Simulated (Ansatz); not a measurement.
Na: all-electron results

```
Na
1.0
    -2.11750    2.11750    2.11750
     2.11750   -2.11750    2.11750
     2.11750    2.11750   -2.11750
Na
1
Cartesian
  0.0000 0.0000 0.0000
```

Conventional cell: a = 4.235 Å, b = 4.235 Å, c = 4.235 Å, α = 90.00°, β = 90.00°, γ = 90.00°. Na (atom 1) has 8 Na at 3.67 Å as nearest neighbours.

The cell is a measured one (Crystallography Open Database entry 9011002); the temperature and pressure of the measurement aren't taken into account, and nothing was relaxed.

Level of theory: DFT, PBEsol, all-electron LAPW, scalar-relativistic (Ansatz 0.2.0).

Sampling and basis: a Γ-centred 12×12×12 k mesh, Fermi–Dirac smearing of 0.05 eV, basis error target 0.25 meV/atom, no spin polarisation.

| Item | Value |
| --- | --- |
| Band gap | none: with an odd electron count and no spin polarisation the bands can't all be full, a metal in this set-up (spin order or a larger cell could open a gap) |
| Volume per atom | 37.98 Å³ |

(1) Pressure at this cell: what does the calculation give?

(2) Predict this quantity. Density of states at the Fermi level (0.2 eV bin).

Answers

(1) -0.32 GPa.

(2) 0.48 states/eV per cell.
